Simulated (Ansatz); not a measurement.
Geometry optimisation in Ansatz: input, command and trajectory.

```yaml
crystal:
  lattice:
    - [3.7776230927, 0.0, 0.0]
    - [0.0, 4.6989731565, 0.0]
    - [0.0, 0.0, 3.9752434591]
  atoms:
    - { symbol: Ti, position: [0.0, 0.0, 0.67] }
    - { symbol: Ti, position: [0.5, 0.5, 0.33] }
    - { symbol: O, position: [0.0, 0.25, 0.167] }
    - { symbol: O, position: [0.0, 0.75, 0.167] }
    - { symbol: O, position: [0.5, 0.75, 0.833] }
    - { symbol: O, position: [0.5, 0.25, 0.833] }
    - { symbol: O, position: [0.5, 0.0, 0.33] }
    - { symbol: O, position: [0.0, 0.5, 0.67] }
basis:
  ecutwfc: 420
kpoints:
  mp_grid: { grid: [4, 4, 4] }
hamiltonian:
  xc: pbe
scf:
  occupations: { method: gaussian, width: 0.1 }
  lower_state_search: "off"
output:
  forces: true
  stress: true
  eigenvalues: true
relax:
  adjacent_minimum: "off"
  f_tol: 0.04
  max_steps: 70
  cell: { stress_tol: 0.4 }
```

```bash
ansatz run input.yaml --threads 1 --pin off --max-ram 2560MiB --backend cpu --events-out ev --progress --plain --runs-dir out
```

The calculation used Ansatz 0.2.0, DFT PBE, scalar-relativistic, plane waves, PAW.

Of 52 frames 10 are shown, positions in Å and forces in eV/Å; the SCF threshold varies from step to step. Steps run on the plane waves of an earlier cell, with a Pulay correction in the pressure. The basis is chosen afresh for the last frame, the zero of the energies, and at times for earlier ones too; energy and pressure step there, also at an unchanged geometry. Here that happened at steps 12 (-63 meV/atom, 7.6 GPa), 17 (-8 meV/atom, 1.3 GPa), 33 (-80 meV/atom, 7.4 GPa), 39 (-15 meV/atom, 1.9 GPa); the frames before carry an error of that size. The mark taken_back stands on steps that the optimiser undid. The end is built of layers, and without a dispersion correction their distances are poorly fixed.

```xyz
8
Lattice="3.7776 0.0000 0.0000 0.0000 4.6990 0.0000 0.0000 0.0000 3.9752" Properties=species:S:1:pos:R:3:forces:R:3 pbc="T T T" step=1 free_energy_over_end_meV_per_atom=1219.55 pressure_GPa=-14.46
Ti    0.0000    0.0000    2.6634    0.0000    0.0000    0.3356
Ti    1.8888    2.3495    1.3118    0.0000    0.0000   -0.3356
O     0.0000    1.1747    0.6639    0.0000    0.6112    1.0391
O     0.0000    3.5242    0.6639    0.0000   -0.6112    1.0391
O     1.8888    3.5242    3.3114    0.0000    0.6112   -1.0391
O     1.8888    1.1747    3.3114    0.0000   -0.6112   -1.0391
O     1.8888    0.0000    1.3118    0.0000    0.0000    2.3437
O     0.0000    2.3495    2.6634    0.0000    0.0000   -2.3437
8
Lattice="3.6656 0.0000 0.0000 0.0000 3.6530 0.0000 0.0000 0.0000 4.8312" Properties=species:S:1:pos:R:3:forces:R:3 pbc="T T T" step=7 free_energy_over_end_meV_per_atom=679.44 pressure_GPa=5.72
Ti    0.0000    0.0000    3.5474    0.0000    0.0000   -0.6999
Ti    1.8328    1.8265    1.2838    0.0000    0.0000    0.6999
O     0.0000    0.8885    0.6102    0.0000    0.1837    0.1947
O     0.0000    2.7645    0.6102    0.0000   -0.1837    0.1947
O     1.8328    2.7151    4.2210    0.0000    0.1837   -0.1947
O     1.8328    0.9380    4.2210    0.0000   -0.1837   -0.1947
O     1.8328    0.0000    2.0989    0.0000    0.0000   -0.1355
O     0.0000    1.8265    2.7323    0.0000    0.0000    0.1355
8
Lattice="3.7180 0.0000 0.0000 0.0000 3.6632 0.0000 0.0000 0.0000 4.8401" Properties=species:S:1:pos:R:3:forces:R:3 pbc="T T T" step=12 free_energy_over_end_meV_per_atom=611.15 pressure_GPa=7.61
Ti    0.0000    0.0000    3.5312    0.0000    0.0000    0.0050
Ti    1.8590    1.8316    1.3090    0.0000    0.0000   -0.0050
O     0.0000    0.9097    0.6091    0.0000    0.0002   -0.0328
O     0.0000    2.7535    0.6091    0.0000   -0.0002   -0.0328
O     1.8590    2.7413    4.2311    0.0000    0.0002    0.0328
O     1.8590    0.9219    4.2311    0.0000   -0.0002    0.0328
O     1.8590    0.0000    2.0869    0.0000    0.0000   -0.0071
O     0.0000    1.8316    2.7532    0.0000    0.0000    0.0071
8
Lattice="3.5302 0.0000 0.0000 0.0000 3.6254 0.0000 0.0000 0.0000 5.3423" Properties=species:S:1:pos:R:3:forces:R:3 pbc="T T T" step=18 free_energy_over_end_meV_per_atom=561.99 pressure_GPa=0.60
Ti    0.0000    0.0000    3.8760    0.0000    0.0000   -0.0886
Ti    1.7651    1.8127    1.4663    0.0000    0.0000    0.0886
O     0.0000    0.8929    0.7032    0.0000    0.0308    0.0748
O     0.0000    2.7325    0.7032    0.0000   -0.0308    0.0748
O     1.7651    2.7056    4.6391    0.0000    0.0308   -0.0748
O     1.7651    0.9198    4.6391    0.0000   -0.0308   -0.0748
O     1.7651    0.0000    2.3532    0.0000    0.0000   -0.0005
O     0.0000    1.8127    2.9891    0.0000    0.0000    0.0005
8
Lattice="3.0074 0.0000 0.0000 0.0000 3.8231 0.0000 0.0000 0.0000 6.4102" Properties=species:S:1:pos:R:3:forces:R:3 pbc="T T T" step=24 free_energy_over_end_meV_per_atom=432.61 pressure_GPa=-12.30 taken_back
Ti    0.0000    0.0000    4.3649    0.0000    0.0000   -0.1466
Ti    1.5037    1.9115    2.0453    0.0000    0.0000    0.1466
O     0.0000    0.9860    0.9976    0.0000    1.7063    0.9799
O     0.0000    2.8371    0.9976    0.0000   -1.7063    0.9799
O     1.5037    2.8975    5.4126    0.0000    1.7063   -0.9799
O     1.5037    0.9256    5.4126    0.0000   -1.7063   -0.9799
O     1.5037    0.0000    2.8804    0.0000    0.0000    0.5816
O     0.0000    1.9115    3.5298    0.0000    0.0000   -0.5816
8
Lattice="3.0165 0.0000 0.0000 0.0000 3.9616 0.0000 0.0000 0.0000 6.2833" Properties=species:S:1:pos:R:3:forces:R:3 pbc="T T T" step=29 free_energy_over_end_meV_per_atom=152.45 pressure_GPa=2.04
Ti    0.0000    0.0000    4.1552    0.0000    0.0000   -0.0658
Ti    1.5083    1.9808    2.1281    0.0000    0.0000    0.0658
O     0.0000    1.2578    1.0136    0.0000    0.2073   -0.0591
O     0.0000    2.7039    1.0136    0.0000   -0.2073   -0.0591
O     1.5083    3.2386    5.2697    0.0000    0.2073    0.0591
O     1.5083    0.7230    5.2697    0.0000   -0.2073    0.0591
O     1.5083    0.0000    2.8195    0.0000    0.0000   -0.2341
O     0.0000    1.9808    3.4638    0.0000    0.0000    0.2341
8
Lattice="2.9835 0.0000 0.0000 0.0000 3.9698 0.0000 0.0000 0.0000 6.7088" Properties=species:S:1:pos:R:3:forces:R:3 pbc="T T T" step=35 free_energy_over_end_meV_per_atom=31.79 pressure_GPa=2.72
Ti    0.0000    0.0000    4.3959    0.0000    0.0000    0.0138
Ti    1.4918    1.9849    2.3129    0.0000    0.0000   -0.0138
O     0.0000    1.2636    1.1549    0.0000    0.0344    0.0039
O     0.0000    2.7062    1.1549    0.0000   -0.0344    0.0039
O     1.4918    3.2485    5.5539    0.0000    0.0344   -0.0039
O     1.4918    0.7213    5.5539    0.0000   -0.0344   -0.0039
O     1.4918    0.0000    3.0296    0.0000    0.0000   -0.0035
O     0.0000    1.9849    3.6792    0.0000    0.0000    0.0035
8
Lattice="2.9570 0.0000 0.0000 0.0000 3.9945 0.0000 0.0000 0.0000 7.1733" Properties=species:S:1:pos:R:3:forces:R:3 pbc="T T T" step=41 free_energy_over_end_meV_per_atom=7.72 pressure_GPa=0.74
Ti    0.0000    0.0000    4.6454    0.0000    0.0000   -0.0025
Ti    1.4785    1.9973    2.5279    0.0000    0.0000    0.0025
O     0.0000    1.2762    1.3437    0.0000   -0.0227    0.0313
O     0.0000    2.7183    1.3437    0.0000    0.0227    0.0313
O     1.4785    3.2734    5.8296    0.0000   -0.0227   -0.0313
O     1.4785    0.7211    5.8296    0.0000    0.0227   -0.0313
O     1.4785    0.0000    3.2700    0.0000    0.0000   -0.0218
O     0.0000    1.9973    3.9033    0.0000    0.0000    0.0218
8
Lattice="2.9688 0.0000 0.0000 0.0000 4.0114 0.0000 0.0000 0.0000 7.5493" Properties=species:S:1:pos:R:3:forces:R:3 pbc="T T T" step=46 free_energy_over_end_meV_per_atom=4.19 pressure_GPa=-1.55 taken_back
Ti    0.0000    0.0000    4.8335    0.0000    0.0000    0.0321
Ti    1.4844    2.0057    2.7158    0.0000    0.0000   -0.0321
O     0.0000    1.2828    1.5277    0.0000    0.0941    0.0707
O     0.0000    2.7287    1.5277    0.0000   -0.0941    0.0707
O     1.4844    3.2885    6.0216    0.0000    0.0941   -0.0707
O     1.4844    0.7229    6.0216    0.0000   -0.0941   -0.0707
O     1.4844    0.0000    3.4459    0.0000    0.0000    0.2051
O     0.0000    2.0057    4.1034    0.0000    0.0000   -0.2051
8
Lattice="2.9534 0.0000 0.0000 0.0000 4.0061 0.0000 0.0000 0.0000 7.6795" Properties=species:S:1:pos:R:3:forces:R:3 pbc="T T T" step=52 free_energy_over_end_meV_per_atom=0.00 pressure_GPa=0.03
Ti    0.0000    0.0000    4.9001    0.0000    0.0000   -0.0030
Ti    1.4767    2.0030    2.7795    0.0000    0.0000    0.0030
O     0.0000    1.2812    1.5915    0.0000    0.0002    0.0020
O     0.0000    2.7249    1.5915    0.0000   -0.0002    0.0020
O     1.4767    3.2842    6.0881    0.0000    0.0002   -0.0020
O     1.4767    0.7219    6.0881    0.0000   -0.0002   -0.0020
O     1.4767    0.0000    3.5230    0.0000    0.0000   -0.0004
O     0.0000    2.0030    4.1566    0.0000    0.0000    0.0004
```

The start puts this composition into another compound's structure type, which needn't suit it. At the end the space group is Pmmn (tolerance 0.05 Å).

It took 4.3 min on 1 thread of Arm Neoverse V2, with other jobs on the host, peak memory 0.38 GiB.

The k mesh is coarse.